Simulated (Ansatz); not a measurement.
**Sn₃Bi (Fm-3m): electronic heat capacity and spin susceptibility from the density of states**

Theory: Ansatz, DFT r2SCAN, scalar-relativistic, plane waves, PAW.

Plane waves to 500 eV, a k mesh through Γ of 10×10×10 on the computed 4-atom cell and Gaussian smearing (0.10 eV); no spin polarisation.

Relaxed cell: Fm-3m, a = 7.680 Å, b = 7.680 Å, c = 7.680 Å, α = 90.00°, β = 90.00°, γ = 90.00°, 4 atoms in the primitive cell. Whether it is the stable form of this composition wasn't checked.

The density of states at the Fermi level is 2.172 states/eV in the cell of 4 atoms (1 formula unit; both spins, tetrahedra on a 15×15×15 mesh).

Problem. What Sommerfeld coefficient and Pauli susceptibility does this give?

Solution. Per formula unit N(E_F) = 2.172 states/eV. γ = (π²/3) k_B² N(E_F) N_A = 2.357 mJ/(mol K²) per state/eV, so γ = 5.1 mJ/(mol K²), a mole of formula units. χ_P = μ_B² N(E_F) N_A = 3.23×10⁻⁵ emu/mol per state/eV gives 7.0×10⁻⁵ emu/mol. This is the bare band result: a measured γ of the same phase is as a rule larger by a factor 1 + λ from phonons and spin fluctuations, the spin part of χ is larger by the Stoner factor, and a measured χ also holds orbital and core terms. N(E_F) at one energy is sensitive to the mesh where the density of states has sharp peaks.

Spin-orbit coupling is left out, which matters for the bands of heavy elements.